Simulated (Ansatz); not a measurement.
Ga₂O₃:
```cif
data_Ga4O6
_chemical_formula_sum 'Ga4 O6'
_space_group_name_H-M_alt 'P 1'
_space_group_IT_number 1
_cell_length_a 4.82362
_cell_length_b 4.82362
_cell_length_c 7.19665
_cell_angle_alpha 90.000
_cell_angle_beta 90.000
_cell_angle_gamma 146.586
loop_
_space_group_symop_operation_xyz
  'x, y, z'
loop_
_atom_site_label
_atom_site_type_symbol
_atom_site_fract_x
_atom_site_fract_y
_atom_site_fract_z
_atom_site_occupancy
Ga1 Ga 0.24699 0.75301 0.25000 1
Ga2 Ga 0.75301 0.24699 0.75000 1
Ga3 Ga 0.00000 0.00000 0.50000 1
Ga4 Ga 0.00000 0.00000 0.00000 1
O1 O 0.36324 0.63676 0.92392 1
O2 O 0.63676 0.36324 0.07608 1
O3 O 0.63676 0.36324 0.42392 1
O4 O 0.36324 0.63676 0.57608 1
O5 O 0.10676 0.89324 0.75000 1
O6 O 0.89324 0.10676 0.25000 1
```

Relaxed with r²SCAN.

**Question.** Which orbitals make up the states near the band edges in the program Ansatz at the r²SCAN level (PAW)?

**Answer.** Top 1 eV of the valence band: O 2p 96 %. Bottom 1 eV of the conduction band: Ga 4s 46 %, O 2s 30 %, O 2p 16 %, Ga 4p 6 %. Projections are on Löwdin-orthogonalised atomic valence shells; empty p or d shells of many metals are not among them.

**Question.** Tabulate the density of states.

**Answer.** States/eV per cell of 10 atoms, in 0.25 eV bins, energy from the valence-band maximum.

| E (eV) | total | O 2p | Ga 4s | Ga 4p |
|---|---|---|---|---|
| -7.85 | 0.00 | 0.00 | 0.00 | 0.00 |
| -7.60 | 1.19 | 0.71 | 0.38 | 0.04 |
| -7.35 | 2.73 | 1.65 | 0.82 | 0.13 |
| -7.10 | 3.23 | 1.98 | 0.88 | 0.19 |
| -6.85 | 4.30 | 2.66 | 1.07 | 0.30 |
| -6.60 | 3.89 | 2.41 | 0.92 | 0.26 |
| -6.35 | 2.33 | 1.48 | 0.48 | 0.21 |
| -6.10 | 3.64 | 2.34 | 0.62 | 0.39 |
| -5.85 | 3.80 | 2.46 | 0.65 | 0.38 |
| -5.60 | 2.40 | 1.58 | 0.40 | 0.22 |
| -5.35 | 4.28 | 3.01 | 0.40 | 0.64 |
| -5.10 | 4.14 | 2.97 | 0.28 | 0.67 |
| -4.85 | 4.88 | 3.58 | 0.19 | 0.85 |
| -4.60 | 4.43 | 3.28 | 0.17 | 0.73 |
| -4.35 | 4.24 | 3.15 | 0.17 | 0.65 |
| -4.10 | 3.24 | 2.45 | 0.12 | 0.47 |
| -3.85 | 3.95 | 3.06 | 0.11 | 0.54 |
| -3.60 | 4.12 | 3.26 | 0.10 | 0.53 |
| -3.35 | 4.57 | 3.69 | 0.09 | 0.56 |
| -3.10 | 5.21 | 4.30 | 0.09 | 0.62 |
| -2.85 | 4.78 | 4.01 | 0.08 | 0.50 |
| -2.60 | 5.58 | 4.77 | 0.08 | 0.50 |
| -2.35 | 5.72 | 5.02 | 0.07 | 0.41 |
| -2.10 | 6.58 | 5.90 | 0.06 | 0.37 |
| -1.85 | 7.95 | 7.23 | 0.06 | 0.34 |
| -1.60 | 7.33 | 6.78 | 0.04 | 0.22 |
| -1.35 | 6.60 | 6.16 | 0.02 | 0.16 |
| -1.10 | 7.84 | 7.39 | 0.02 | 0.12 |
| -0.85 | 6.10 | 5.81 | 0.01 | 0.06 |
| -0.60 | 8.20 | 7.91 | 0.01 | 0.09 |
| -0.35 | 5.45 | 5.28 | 0.01 | 0.06 |
| -0.10 | 1.32 | 1.28 | 0.00 | 0.01 |
| 0.15 | 0.00 | 0.00 | 0.00 | 0.00 |
| 0.40 | 0.00 | 0.00 | 0.00 | 0.00 |
| 0.65 | 0.00 | 0.00 | 0.00 | 0.00 |
| 0.90 | 0.00 | 0.00 | 0.00 | 0.00 |
| 1.15 | 0.00 | 0.00 | 0.00 | 0.00 |
| 1.40 | 0.00 | 0.00 | 0.00 | 0.00 |
| 1.65 | 0.00 | 0.00 | 0.00 | 0.00 |
| 1.90 | 0.00 | 0.00 | 0.00 | 0.00 |
| 2.15 | 0.00 | 0.00 | 0.00 | 0.00 |
| 2.40 | 0.01 | 0.00 | 0.00 | 0.00 |
| 2.65 | 0.04 | 0.00 | 0.02 | 0.00 |
| 2.90 | 0.07 | 0.01 | 0.03 | 0.00 |
| 3.15 | 0.10 | 0.02 | 0.05 | 0.01 |
| 3.40 | 0.14 | 0.03 | 0.06 | 0.01 |
| 3.65 | 0.18 | 0.04 | 0.07 | 0.02 |
| 3.90 | 0.32 | 0.07 | 0.15 | 0.03 |
| 4.15 | 0.74 | 0.14 | 0.45 | 0.06 |
| 4.40 | 0.88 | 0.18 | 0.51 | 0.07 |
| 4.65 | 1.07 | 0.24 | 0.60 | 0.09 |
| 4.90 | 1.39 | 0.35 | 0.75 | 0.12 |
| 5.15 | 2.43 | 0.64 | 1.29 | 0.23 |
| 5.40 | 3.30 | 0.90 | 1.77 | 0.31 |
| 5.65 | 2.64 | 0.78 | 1.38 | 0.22 |
| 5.90 | 2.39 | 0.77 | 1.25 | 0.16 |
| 6.15 | 0.29 | 0.10 | 0.14 | 0.02 |
| 6.40 | 0.33 | 0.06 | 0.13 | 0.09 |
| 6.65 | 0.62 | 0.13 | 0.24 | 0.15 |
| 6.90 | 1.10 | 0.25 | 0.43 | 0.23 |
| 7.15 | 2.19 | 0.56 | 0.87 | 0.41 |

Space group Cmcm. The workflow started from a Materials Project entry (that database holds measured and hypothetical structures alike); the Crystallography Open Database copy checked does not list it. It is not the phase usual at ambient conditions (space group No. 12, 167). The r²SCAN relaxation kept the symmetry of its start. At this level the phase is dynamically unstable (imaginary phonons). Scalar-relativistic: spin–orbit coupling is off unless named, which matters more the heavier the elements.

Potentials: the later of the program's two PAW sets.
